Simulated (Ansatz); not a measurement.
This cell of MgS (rock salt) is off equilibrium:

```
MgS
1.0
    0.00000     2.62305     2.62305
    2.62305     0.00000     2.62305
    2.62305     2.62305     0.00000
S Mg
1 1
Direct
  0.00000   0.00000   0.00000
  0.50000   0.50000   0.50000
```

These are r2SCAN (plane waves to 500 eV, PAW, scalar-relativistic; Ansatz, a first-principles code) values and carry that method's errors. k mesh 12×12×12 (Γ-centred), Fermi-Dirac smearing 0.05 eV. The energy includes the smearing's −TS. Stress and pressure are positive under compression. MgS was relaxed with its symmetry unable to fall.

**Question.** What is the stress tensor (GPa)?

**Answer.** 
```
   -1.9      0.0      0.0
    0.0     -1.9      0.0
    0.0      0.0     -1.9
```
The pressure, a third of the trace, is -1.9 GPa.

**Question.** It is the relaxed cell scaled evenly to V/V₀ = 1.025, atoms relaxed where free. What is its energy relative to the relaxed cell?

**Answer.** 2.6 meV/atom.

(A scan under strain: stresses follow from slopes of the energy per volume, elastic moduli from its curvatures.)
